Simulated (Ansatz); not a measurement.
Relaxed Zr (hcp, Mg type):

```
Zr
1.0
    6.49182     0.00000     0.00000
   -1.62295     2.81104     0.00000
    0.00000     0.00000     5.15116
Zr
4
Direct
  0.16667   0.66667   0.75000
  0.66667   0.66667   0.75000
  0.33333   0.33333   0.25000
  0.83333   0.33333   0.25000
```

In this cell atom 4 (Zr, nearest neighbour Zr at 3.185 Å; its periodic images, 3.2 Å or more away, move with it) is moved by s along Cartesian [110], unit vector (0.707, 0.707, 0.000); all other atoms and the cell stay fixed.

Calculation: r2SCAN (plane waves to 500 eV, PAW, scalar-relativistic; Ansatz, an electronic-structure program). k mesh 13×13×7 (Γ-centred), Fermi-Dirac smearing 0.05 eV. Energies are smeared free energies. Left out: 4 of 11 points, with atoms too close for the PAW data. With partly filled bands, energies and forces of such displacements shift with the k mesh and the smearing. The PAW data are Ansatz's earlier set. Zr is run without spin polarisation. Zr was relaxed with its symmetry unable to fall. The zero of ΔE is the undisplaced structure. The last digit holds for this mesh only.

```json
[
 {"s (Å)": "-0.576", "ΔE (meV/cell)": "894.1"},
 {"s (Å)": "-0.384", "ΔE (meV/cell)": "408.6"},
 {"s (Å)": "-0.192", "ΔE (meV/cell)": "withheld"},
 {"s (Å)": "0.000", "ΔE (meV/cell)": "0.0"},
 {"s (Å)": "0.192", "ΔE (meV/cell)": "105.8"},
 {"s (Å)": "0.384", "ΔE (meV/cell)": "404.3"},
 {"s (Å)": "0.576", "ΔE (meV/cell)": "902.1"}
]
```

Q: Fit a polynomial form (powers 2, 3, 4) to the given rows and predict ΔE at s = -0.192.

A: Least squares on the 6 given rows: ΔE = (2803)·s² + (16.42)·s³ + (-290.1)·s⁴, in meV/cell with s in Å; root-mean-square residual 2.19 meV/cell. At -0.192 the fit gives 102.8 meV/cell; the calculation gives 108.5 meV/cell, so the interpolation is off by -5.7 (-5.3 %). The quadratic term alone would give 103.3 meV/cell.

(A displaced cell: forces are minus the slopes of the energy, force constants its curvatures, and phonons follow from these.)
